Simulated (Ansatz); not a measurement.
In2Ag in space group I4/mcm (No. 140; In on 8h, Ag on 4a) under volume change, LDA (plane waves, PAW; program Ansatz), shape and atoms relaxed at each volume.

| V (Å³/atom) | E − E(relaxed) (meV/atom) | P (GPa) |
|---|---|---|
| 19.022 | 49.7 | 9.40 |
| 19.649 | 20.6 | 5.63 |
| 20.277 | 4.8 | 2.53 |
| 20.904 | 0.0 | 0.00 |
| 21.531 | 4.2 | -2.06 |
| 22.158 | 15.7 | -3.75 |
| 22.785 | 33.2 | -5.11 |

Q: What does a third-order Birch–Murnaghan fit give for V₀, B₀ and B′?

A: V₀ = 20.90 Å³/atom, B₀ = 76.1 GPa, B′ = 5.7.

The first step of the workflow began from a Materials Project structure, measured or hypothetical; the Crystallography Open Database files this formula in space group No. 140, but the cells were not matched. Its standing as an ambient phase is unchecked. The cell was relaxed with LDA under the symmetry of its start; whether a distortion lowers the energy is not shown. No spin polarisation was allowed.

Potentials: the later of the program's two PAW sets.
